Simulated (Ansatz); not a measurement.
Computed with DFT PBE, scalar-relativistic, plane waves, PAW, and for the lanthanide a 4f-in-core norm-conserving potential, in Ansatz. All cells share a 660 eV cutoff and Γ-centred k meshes spaced about 0.3 Å⁻¹ or finer (0.25 for metals, 2π included). No spin polarisation.

Temperature and zero-point effects are left out.

Two forms of PrHRh₃ were relaxed alike.

1.

```yaml
crystal:
  lattice:
    - [3.51939, 0.00000, 0.00000]
    - [0.00000, 3.51939, 0.00000]
    - [0.00000, 0.00000, 6.14066]
  atoms:
    - { symbol: Pr, position: [0.50000, 0.50000, 0.50000] }
    - { symbol: H, position: [0.00000, 0.00000, 0.50000] }
    - { symbol: Rh, position: [0.50000, 0.50000, 0.00000] }
    - { symbol: Rh, position: [0.00000, 0.00000, 0.79710] }
    - { symbol: Rh, position: [0.00000, 0.00000, 0.20290] }
```

2.

```yaml
crystal:
  lattice:
    - [4.71603, 0.00000, 0.00000]
    - [-2.35802, 4.08421, 0.00000]
    - [0.00000, 0.00000, 9.76064]
  atoms:
    - { symbol: Pr, position: [0.00000, 0.00000, 0.00000] }
    - { symbol: Pr, position: [0.00000, 0.00000, 0.50000] }
    - { symbol: H, position: [0.00000, 0.00000, 0.25000] }
    - { symbol: H, position: [0.00000, 0.00000, 0.75000] }
    - { symbol: Rh, position: [0.62755, 0.00000, 0.25000] }
    - { symbol: Rh, position: [0.00000, 0.62755, 0.25000] }
    - { symbol: Rh, position: [0.37245, 0.37245, 0.25000] }
    - { symbol: Rh, position: [0.37245, 0.00000, 0.75000] }
    - { symbol: Rh, position: [0.00000, 0.37245, 0.75000] }
    - { symbol: Rh, position: [0.62755, 0.62755, 0.75000] }
```

Question: Which would you expect to be lower, and how large is the difference?

Answer: Cell 1 is lower, by 86 meV/atom. Cell 1 has space group P4/mmm (No. 123), 15.2 Å³/atom and no gap on its mesh; cell 2 has space group P6_3/mcm (No. 193), 18.8 Å³/atom and no gap. Counting Pr or Rh atoms around H (for each partner element, those within 1.25 times its shortest distance or 1.15 times the sum of covalent radii, where it is the nearest in units of that sum or under 1.3), cell 1 has H 6 and cell 2 has H 5. The denser one is the lower, and pressure would at first widen the difference. In cell 1, Pr has 4 H at 2.49 Å, 10 Rh at 3.07–3.09 Å and 4 Pr at 3.52 Å; H is surrounded by 2 Rh at 1.82 Å and 4 Pr at 2.49 Å; Rh on a site of symmetry 4/mmm has 8 Rh at 2.78 Å and 2 Pr at 3.07 Å; 1 more site not described. In cell 2, around Pr lie 2 H at 2.44 Å and 6 Rh at 3.01 Å; H is surrounded by 3 Rh at 1.76 Å and 2 Pr at 2.44 Å; Rh has 1 H at 1.76 Å, 4 Rh at 2.58 Å, 1 H at 2.96 Å, 2 Pr at 3.01 Å and 2 Rh at 3.04 Å. Both come from trial cells of a structure search, whose lowest cell (R3m, 14.6 Å³/atom) lies 128 meV/atom below the lower of the two.

With hydrogen, zero-point motion can shift such differences by 10 meV/atom or more. Trial moments fell under 0.15 μB along the way in P4/mmm and P6_3/mcm; another start might hold them. Cells relaxed within their symmetry can be saddle points. Some structure types and database cells were kept out of the candidates from the start, so a known form may be missing.

The lanthanide is trivalent by construction, without f bands, f moments or other valences.
